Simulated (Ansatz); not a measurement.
Input:

YGaPt:
```
CELL_PARAMETERS angstrom
      6.92923     0.00000     0.00000
      0.00000     4.42061     0.00000
      0.00000     0.00000     7.61596
ATOMIC_POSITIONS crystal
  Y  0.98707 0.25000 0.70060
  Y  0.01293 0.75000 0.29940
  Y  0.51293 0.75000 0.20060
  Y  0.48707 0.25000 0.79940
  Ga 0.32413 0.25000 0.42251
  Ga 0.67587 0.75000 0.57749
  Ga 0.17587 0.75000 0.92251
  Ga 0.82413 0.25000 0.07749
  Pt 0.21933 0.25000 0.09505
  Pt 0.78067 0.75000 0.90495
  Pt 0.28067 0.75000 0.59505
  Pt 0.71933 0.25000 0.40495
```

This is the r²SCAN-relaxed structure.

Task: All from plane-wave PAW r²SCAN (Ansatz code), unless another level is named. Predict the density of states at the Fermi level.

Result: 0.53 states/eV per atom (mean over ±0.08 eV).

Task: Predict the formation energy from the elements (no fitted shifts).

Result: -1.22 eV/atom.

Space group Pnma. The first step of the workflow began from a Materials Project structure, measured or hypothetical; the Crystallography Open Database copy checked does not list it. Whether it is the stable phase at ambient conditions was not checked. The cell was relaxed with r²SCAN under the symmetry of its start; its stability against distortions is not shown here. No spin polarisation was allowed. The references are the lowest solids computed at this level, not always the standard phases. Spin–orbit coupling is left out wherever it is not named.

Potentials: the later of the program's two PAW sets.
